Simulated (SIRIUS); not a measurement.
Set-up for a self-consistent single point of SnO₂ (P4_2/mnm, 6 atoms in the cell; from Materials Project mp-856, changed as shown).

```yaml
crystal:
  lattice:
    - [4.66952, 0.00000, 0.00000]
    - [0.00000, 4.66952, 0.00000]
    - [0.00000, 0.00000, 3.14335]
  atoms:
    - { symbol: Sn, position: [0.50000, 0.50000, 0.50000] }
    - { symbol: Sn, position: [0.00000, 0.00000, 0.00000] }
    - { symbol: O, position: [0.19403, 0.80597, 0.50000] }
    - { symbol: O, position: [0.80597, 0.19403, 0.50000] }
    - { symbol: O, position: [0.69403, 0.69403, 0.00000] }
    - { symbol: O, position: [0.30597, 0.30597, 0.00000] }
```

All values come from this method and carry its errors: PBE, SSSP 1.1.2 efficiency PBE pseudopotentials (plane waves; SIRIUS).

SIRIUS settings:

parameters.ngridk: 5 5 7
parameters.xc_functionals: [XC_GGA_X_PBE, XC_GGA_C_PBE]
parameters.gk_cutoff: 8.062 1/bohr
parameters.pw_cutoff: 25.496 1/bohr
parameters.smearing: fermi_dirac
parameters.smearing_width: 0.000367493 Ha
potentials: SSSP 1.1.2 efficiency PBE pseudopotentials
parameters.electronic_structure_method: pseudopotential
parameters.num_bands: 31
parameters.num_mag_dims: 0
parameters.num_dft_iter: 100
parameters.energy_tol: 1e-07 Ha
parameters.density_tol: 1e-06
mixer.type: anderson
mixer.beta: 0.7
mixer.use_hartree: true

Results:

* **Number of valence electrons**: 52
* **Number of bands**: 31
* **Number of k-points after the program's reduction**: 24
* **Number of plane waves (most at a k-point)**: 4115
* **Number of SCF iterations**: 16
* **FFT grid**: 75 × 75 × 54
* **Free energy E − TS**: -6710.9782 eV
* **Pressure**: 22.29 GPa
* **Largest force (vector length)**: 0.255 eV/Å

Forces (eV/Å):
```csv
atom,Fx,Fy,Fz
Sn1,0.000,0.000,0.000
Sn2,0.000,0.000,0.000
O3,0.180,-0.180,0.000
O4,-0.180,0.180,0.000
O5,0.180,0.180,0.000
O6,-0.180,-0.180,0.000
```

Stress (GPa, positive for compression):
```
20.40   0.00   0.00
 0.00  20.40   0.00
 0.00   0.00  26.07
```

For comparison: a first run was changed to give this one (lattice scaled by 0.98), and from it to this one the free energy goes up by 65.6 meV/atom, the pressure goes from 7.16 to 22.29 GPa and the largest force goes from 0.029 to 0.255 eV/Å.

The structure comes from a collection of computed structures, made at another level of theory; the collection holds predicted forms beside known ones. At this pressure the cell is far from its equilibrium volume at this level.

Cost on one core: very roughly 50 core-seconds.
